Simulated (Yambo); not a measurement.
A G0W0@PBEsol run in Yambo for RbLuO₂ (space group R-3m, No. 166) (4×4×4 Γ-centred k mesh, bands 2 to 129 and a 8 Ry block in the screening, 129 bands in G with the Bruneval-Gonze terminator, plasmon pole fitted at 27.2 eV) gives these matrix elements, in eV, at the band edges (Γ → F):

| state | E0 | <Vxc> | <Σx> | <Σc(E0)> | Z |
|---|---|---|---|---|---|
| valence edge | 0.000 | -23.608 | -27.820 | 4.290 | 0.798 |
| conduction edge | 3.219 | -10.340 | -5.950 | -3.457 | 0.858 |

### Question
Solve the linearised quasiparticle equation for both states, give the gap, and say how exchange and correlation each act on it.

### Answer
E = E0 + Z(Σx + Σc − Vxc). Valence: 0.000 + 0.798 × (-27.820 + (4.290) − (-23.608)) = 0.06 eV. Conduction: 3.219 + 0.858 × (-5.950 + (-3.457) − (-10.340)) = 4.02 eV. The gap is 3.96 eV, against 3.22 eV in PBEsol. Replacing Vxc by bare exchange alone would open it by 8.60 eV; correlation takes back 7.75 eV of that, and Z scales what is left. Nearest settings tried, and what they do to the gap: 86 bands in W, 86 bands in G: +80 meV. Not varied: block, mesh. So the settings aren't converged at that level. The 4f states are in the valence at their DFT position.

Geometry relaxed with PBEsol; primitive cell a = 6.7155 Å, b = 6.7155 Å, c = 6.7155 Å, α = 29.17°, β = 29.17°, γ = 29.17°.
